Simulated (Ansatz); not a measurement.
A 10-atom cell of Ga2O3 (R-3c) from a materials database, relaxed with r2SCAN in Ansatz 0.2.0. It is trigonal, R-3c (No. 167); conventional cell a = 4.985 Å, c = 13.442 Å, 9.64 Å³ an atom. Ga has 6 O at 1.93–2.07 Å; O has 4 Ga at 1.93–2.07 Å.

The axes x, y and z are those of this cell:
```yaml
crystal:
  lattice:
    - [2.49226, 1.43891, 4.48064]
    - [-2.49226, 1.43891, 4.48064]
    - [0.00000, -2.87782, 4.48064]
  atoms:
    - { symbol: Ga, position: [0.85543, 0.85543, 0.85543] }
    - { symbol: Ga, position: [0.64457, 0.64457, 0.64457] }
    - { symbol: Ga, position: [0.14457, 0.14457, 0.14457] }
    - { symbol: Ga, position: [0.35543, 0.35543, 0.35543] }
    - { symbol: O, position: [0.75000, 0.44637, 0.05363] }
    - { symbol: O, position: [0.44637, 0.05363, 0.75000] }
    - { symbol: O, position: [0.05363, 0.75000, 0.44637] }
    - { symbol: O, position: [0.25000, 0.55363, 0.94637] }
    - { symbol: O, position: [0.94637, 0.25000, 0.55363] }
    - { symbol: O, position: [0.55363, 0.94637, 0.25000] }
```

Unstrained: PBE gives an indirect gap of 2.854 eV, from Γ–S₀ (0.45 of the way from Γ) to Γ; the least direct gap is 3.106 eV at Γ. r2SCAN gives an indirect gap of 3.551 eV, from Γ–S₀ (0.45 of the way from Γ) to Γ; the least direct gap is 3.806 eV at Γ. HSE06 gives an indirect gap of 4.622 eV, from Γ–S₀ (0.45 of the way from Γ) to Γ; the least direct gap is 4.870 eV at Γ. Meshes: PBE 6×6×6, r2SCAN 6×6×6, HSE06 4×4×4. Strains are changes of length per length. After each strain the atoms were relaxed again with r2SCAN in this cell and within any symmetry left, so distortions that break it or need a larger cell weren't tested; points keep the names that they have in the unstrained zone. (Simulation; spin polarisation is off.)

Question: Apply uniaxial +1.0 % along z, other directions held. How far does the gap move, against the unstrained cell?

Answer: PBE: the gap goes from 2.854 to 2.755 eV (-0.099 eV). r2SCAN: the gap goes from 3.551 to 3.448 eV (-0.103 eV). HSE06: the gap goes from 4.622 to 4.512 eV (-0.110 eV). The r2SCAN energy rises by 1.1 meV an atom.

Question: Estimate what uniaxial +3.0 % along z, other directions held does to the gap.

Answer: PBE: the gap goes from 2.854 to 2.538 eV (-0.315 eV). r2SCAN: the gap goes from 3.551 to 3.223 eV (-0.328 eV). HSE06: the gap goes from 4.622 to 4.272 eV (-0.350 eV). The r2SCAN energy rises by 9.9 meV an atom.

Question: Estimate what uniaxial -3.0 % along z, other directions held does to the gap.

Answer: PBE: the gap goes from 2.854 to 3.102 eV (+0.248 eV). r2SCAN: the gap goes from 3.551 to 3.807 eV (+0.256 eV). HSE06: the gap goes from 4.622 to 4.898 eV (+0.277 eV). The r2SCAN energy rises by 10.5 meV an atom.

Question: Estimate what uniaxial +2.0 % along z, other directions held does to the gap.

Answer: PBE: the gap goes from 2.854 to 2.649 eV (-0.204 eV). r2SCAN: the gap goes from 3.551 to 3.339 eV (-0.212 eV). HSE06: the gap goes from 4.622 to 4.395 eV (-0.227 eV). The r2SCAN energy rises by 4.5 meV an atom.

Question: Apply uniaxial -2.0 % along z, other directions held. How far does the gap move, against the unstrained cell?

Answer: PBE: the gap goes from 2.854 to 3.028 eV (+0.175 eV). r2SCAN: the gap goes from 3.551 to 3.732 eV (+0.181 eV). HSE06: the gap goes from 4.622 to 4.816 eV (+0.195 eV). The r2SCAN energy rises by 4.6 meV an atom.

Question: Apply uniaxial -1.0 % along z, other directions held. How far does the gap move, against the unstrained cell?

Answer: PBE: the gap goes from 2.854 to 2.946 eV (+0.092 eV). r2SCAN: the gap goes from 3.551 to 3.646 eV (+0.095 eV). HSE06: the gap goes from 4.622 to 4.724 eV (+0.102 eV). The r2SCAN energy rises by 1.1 meV an atom.

The runs are scalar-relativistic, without spin-orbit coupling.

Where an edge lies off the special points, it is a point of the mesh or the k point where a search put PBE's edge or least direct gap, reused for the other functionals, whose own edges may lie a little apart.

The meshes of the hybrids are coarse, so their gaps aren't converged to the digits shown.
